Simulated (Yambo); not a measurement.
Optical response of SiC

```xyz
4
Lattice="3.0735 0.0000 0.0000 -1.5368 2.6617 0.0000 0.0000 0.0000 5.0453" Properties=species:S:1:pos:R:3 pbc="T T T"
C      0.0000     1.7745     4.4166
C      1.5368     0.8872     1.8940
Si     0.0000     1.7745     2.5206
Si     1.5368     0.8872     5.0432
```

Yambo, TDDFT with the long-range kernel (α = 0.55, from Botti's fit to the run's own RPA ε∞) on PBE bands shifted by a G0W0 scissor of 0.88 eV; 15×15×8 mesh, 31 bands, 4 Ry local-field block, 0.2 eV broadening; field along x.

```
E (eV)  Im ε   Re ε  Im ε, independent particles
------  ----  -----  ---------------------------
0.0     0.00   7.50                         0.00
0.5     0.02   7.53                         0.02
1.0     0.05   7.62                         0.03
1.5     0.08   7.78                         0.05
2.0     0.11   8.01                         0.07
2.5     0.16   8.34                         0.10
3.0     0.21   8.80                         0.13
3.5     0.30   9.43                         0.18
4.0     0.44   10.3                         0.25
4.5     0.68   11.7                         0.36
5.0     1.24   13.9                         0.58
5.5     3.41   17.9                         1.26
6.0     11.4   21.1                         3.41
6.5     26.2   16.8                         7.46
7.0     23.5  -1.11                         14.8
7.5     17.0  -4.33                         17.1
8.0     9.44  -5.52                         14.6
8.5     9.29  -2.81                         12.1
9.0     8.14  -3.55                         11.8
9.5     7.45  -3.58                         11.1
10.0    6.05  -4.22                         9.32
10.5    4.64  -3.70                         7.00
11.0    4.09  -3.80                         6.06
11.5    2.92  -3.20                         4.20
12.0    2.78  -2.65                         3.86
12.5    2.60  -2.39                         3.49
13.0    2.24  -2.14                         2.83
13.5    2.08  -2.11                         2.49
14.0    1.71  -1.97                         1.96
14.5    1.51  -1.71                         1.66
15.0    1.42  -1.63                         1.51
15.5    1.25  -1.45                         1.31
16.0    1.08  -1.34                         1.09
16.5    0.93  -1.23                         0.92
17.0    0.88  -1.09                         0.86
17.5    0.74  -1.01                         0.72
18.0    0.59  -0.91                         0.57
18.5    0.53  -0.73                         0.52
19.0    0.48  -0.65                         0.46
19.5    0.43  -0.51                         0.41
20.0    0.42  -0.48                         0.38
```

Peak heights and small wiggles depend on the k mesh. Convergence of the RPA response with its 15×15×8 mesh was not tested. The scissor comes from a G0W0 run whose convergence isn't established. The kernel mimics continuum excitons only.

Geometry of the Materials Project entry, not relaxed at this level.
